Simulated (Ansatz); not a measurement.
AgAu3:
```
CELL_PARAMETERS angstrom
      4.11662     0.00000     0.00000
      0.00000     4.11662     0.00000
      0.00000     0.00000     4.11662
ATOMIC_POSITIONS crystal
  Ag 0.50000 0.50000 0.50000
  Au 0.50000 0.00000 0.00000
  Au 0.00000 0.50000 0.00000
  Au 0.00000 0.00000 0.50000
```

Relaxed with r²SCAN.

Q: Tabulate the valence density and the electron localisation function along the shortest Au–Au contact (2.91 Å), r²SCAN (plane waves, PAW; program Ansatz).

A: 

| distance from Au (Å) | density (e/Å³) | ELF |
|---|---|---|
| 0.29 | 11.62 | 0.68 |
| 0.44 | 8.71 | 0.61 |
| 0.58 | 5.86 | 0.56 |
| 0.73 | 3.41 | 0.51 |
| 0.87 | 1.55 | 0.42 |
| 1.02 | 0.73 | 0.33 |
| 1.16 | 0.44 | 0.25 |
| 1.31 | 0.30 | 0.21 |
| 1.46 | 0.27 | 0.20 |
| 1.60 | 0.30 | 0.21 |
| 1.75 | 0.44 | 0.25 |
| 1.89 | 0.73 | 0.33 |
| 2.04 | 1.55 | 0.42 |
| 2.18 | 3.41 | 0.51 |
| 2.33 | 5.86 | 0.56 |
| 2.47 | 8.71 | 0.61 |
| 2.62 | 11.62 | 0.68 |

The density is the valence pseudo-density with augmentation charge, so density and ELF within about 1 Å of a nucleus are not all-electron values.

Space group Pm-3m (Cu3Au type). The workflow started from a Materials Project entry (that database holds measured and hypothetical structures alike); the Crystallography Open Database copy checked does not list it. Its standing as an ambient phase is unchecked. The cell was relaxed with r²SCAN under the symmetry of its start; whether a distortion lowers the energy is not shown. The run is not spin-polarised. Scalar-relativistic: spin–orbit coupling is off unless named, which matters more the heavier the elements.

Potentials: the later of the program's two PAW sets.
